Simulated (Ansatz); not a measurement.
A relaxed structure of CdS is spoiled in several ways and relaxed again each time (noise and exchanges are one random draw each; pressure is positive under compression). All values below come from PBEsol (plane waves to 420 eV, PAW, scalar-relativistic; Ansatz, an electronic-structure program).

```cif
data_Cd6S6
_chemical_formula_sum 'Cd6 S6'
_space_group_name_H-M_alt 'P63mc'
_space_group_IT_number 186
_space_group_name_Hall 'P 6c -2c'
_cell_length_a 4.12030
_cell_length_b 4.12030
_cell_length_c 20.15879
_cell_angle_alpha 90.000
_cell_angle_beta 90.000
_cell_angle_gamma 120.000
loop_
_atom_site_label
_atom_site_type_symbol
_atom_site_symmetry_multiplicity
_atom_site_Wyckoff_symbol
_atom_site_fract_x
_atom_site_fract_y
_atom_site_fract_z
_atom_site_occupancy
Cd1 Cd 2 a 0.00000 0.00000 0.49980 1
Cd2 Cd 2 b 0.33333 0.66667 0.33326 1
Cd3 Cd 2 b 0.66667 0.33333 0.16657 1
S1 S 2 a 0.00000 0.00000 0.37461 1
S2 S 2 b 0.33333 0.66667 0.20808 1
S3 S 2 b 0.66667 0.33333 0.04138 1
```

| change | first pressure (GPa) | first V (Å³/atom) | released (eV/atom) | moves | outcome | final group | E − E(parent) (eV/atom) |
|---|---|---|---|---|---|---|---|
| with every coordinate shifted by Gaussian noise of σ = 0.1 Å | 1.4 | 24.70 | 0.081 | 5 | returns to the parent | P6₃mc | 0.000 |
| deformed by the Cartesian strain tensor (xx, yy, zz, yz, xz, xy) = (-0.057, -0.050, -0.072, -0.103, 0.030, 0.020) | … | 20.25 | … | 11 | … | … | … |
| shaken by Gaussian noise of σ = 0.08 Å a coordinate | 1.1 | 24.70 | 0.069 | 5 | returns to the parent | P6₃mc | 0.000 |

### Question
Some entries are withheld; supply them.

### Answer

- deformed by the Cartesian strain tensor (xx, yy, zz, yz, xz, xy) = (-0.057, -0.050, -0.072, -0.103, 0.030, 0.020), first pressure (GPa): 19.9
- deformed by the Cartesian strain tensor (xx, yy, zz, yz, xz, xy) = (-0.057, -0.050, -0.072, -0.103, 0.030, 0.020), released (eV/atom): 0.35
- deformed by the Cartesian strain tensor (xx, yy, zz, yz, xz, xy) = (-0.057, -0.050, -0.072, -0.103, 0.030, 0.020), outcome: returns to the parent
- deformed by the Cartesian strain tensor (xx, yy, zz, yz, xz, xy) = (-0.057, -0.050, -0.072, -0.103, 0.030, 0.020), final group: P6₃mc
- deformed by the Cartesian strain tensor (xx, yy, zz, yz, xz, xy) = (-0.057, -0.050, -0.072, -0.103, 0.030, 0.020), E − E(parent) (eV/atom): 0.000

First-step values come from each run's starting, coarser k-mesh (5×5×1, 6×6×1). The runs use different k-meshes, so differences are rounded accordingly. No spin polarisation in the result.

The first start was generated by placing the elements on the sites of a structure type. A measured structure of CdS has the same space group, P6₃mc (No. 186); the sites were not compared with it.
